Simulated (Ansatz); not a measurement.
# Response of LaTl3 to small distortions

```yaml
crystal:
  lattice:
    - [4.79900, 0.00000, 0.00000]
    - [0.00000, 4.79900, 0.00000]
    - [0.00000, 0.00000, 4.79900]
  atoms:
    - { symbol: La, position: [0.00000, 0.00000, 0.00000] }
    - { symbol: Tl, position: [0.00000, 0.50000, 0.50000] }
    - { symbol: Tl, position: [0.50000, 0.00000, 0.50000] }
    - { symbol: Tl, position: [0.50000, 0.50000, 0.00000] }
```

Atoms are numbered in the order listed.

The cell is COD entry 1538104, as deposited and not checked against the literature; nothing was relaxed.

Spin–orbit coupling is left out, though it moves levels of the heavy atoms by tenths of an eV or more.

Method: DFT, PBEsol, all-electron LAPW, scalar-relativistic in Ansatz 0.2.0.

Settings: a Γ-centred 8×8×8 k mesh, Fermi–Dirac smearing of 0.05 eV, basis error target 1 meV/atom, no spin polarisation.

The unchanged cell is at -0.15 GPa.

In a metal, stresses and small energies carry noise from the k mesh.

x, y and z are the Cartesian axes of the cell as listed; fractional coordinates follow a strain, and an engineering shear is twice the off-diagonal strain component.

Task: With this change (equal xy, yz and zx engineering shear strains of -2 %), what becomes of the energy and stress?

Result: Energy change +3 meV/atom; stress change (xx, yy, zz, yz, xz, xy) 0.07, 0.07, 0.07, 0.63, 0.63, 0.63 GPa, compression positive.

Task: With this change (equal xy, yz and zx engineering shear strains of -1 %), what becomes of the energy and stress?

Result: Energy change under 1 meV/atom; stress change (xx, yy, zz, yz, xz, xy) 0.02, 0.02, 0.02, 0.32, 0.32, 0.32 GPa, compression positive.

Task: With this change (equal xy, yz and zx engineering shear strains of +1 %), what becomes of the energy and stress?

Result: Energy change under 1 meV/atom; stress change (xx, yy, zz, yz, xz, xy) 0.02, 0.02, 0.02, -0.33, -0.33, -0.33 GPa, compression positive.

With equal xy, yz and zx engineering shear strains of +2 %: energy change +3 meV/atom; stress change (xx, yy, zz, yz, xz, xy) 0.08, 0.08, 0.08, -0.66, -0.66, -0.66 GPa, compression positive.
